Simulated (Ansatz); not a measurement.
**11B NMR of the central transition in BN**

Cell: an entry of the Crystallography Open Database (COD) (the entry's cell lengths or inner coordinates differ somewhat from later room-temperature determinations).

```
CELL_PARAMETERS angstrom
2.49824 0.00000 0.00000
-1.24912 2.16354 0.00000
0.00000 0.00000 6.63570
ATOMIC_POSITIONS crystal
B 0.33333 0.66667 0.25000
B 0.66667 0.33333 0.75000
N 0.33333 0.66667 0.75000
N 0.66667 0.33333 0.25000
```

Atom numbers follow the list; atoms alike are taken as one site, whose name carries the number of the first.

All values are calculated (Ansatz; DFT, PBE, plane waves and PAW, scalar-relativistic, 420 eV cutoff, Γ-centred 14×14×5 k-points, Fermi–Dirac smearing 0.02 eV), not measured.

11B has I = 3/2 and Q = 40.59 mb (Pyykkö 2018); at 28.2 T its Larmor frequency is ν₀ = 385.3 MHz. Only the quadrupole interaction is simulated: positions count from each site's isotropic chemical shift, and J coupling is left out, as are shift anisotropy and dipolar coupling, which fast spinning averages.

Simulated pattern of one B site (fast magic-angle spinning, Gaussian broadening 0.04 kHz):

```
offset (kHz)  height
      -1.296       0
      -1.245       4
      -1.194       6
      -1.143       6
      -1.092       6
      -1.040       6
      -0.989       7
      -0.938       7
      -0.887       7
      -0.836      10
      -0.785      77
      -0.734      74
      -0.682      53
      -0.631      47
      -0.580      44
      -0.529      43
      -0.478      43
      -0.427      44
      -0.376      47
      -0.324      53
      -0.273      64
      -0.222     100
      -0.171      83
      -0.120       1
```

**Question.** Which |C_Q| and η does the pattern imply?

**Answer.** The pattern spans 1.07 kHz before broadening and its centre of gravity is at -0.501 kHz, which fixes P_Q; the places of the horns and steps fix η. That gives P_Q = 2.78 MHz, |C_Q| = 2.78 MHz and η = 0.00. The sign of C_Q can't be read from the pattern.

An axis of threefold or higher order runs through B, so V_zz lies along it and η is zero.

At this cell the PBE pressure is 5 GPa, so with PBE the cell would grow if it were relaxed.
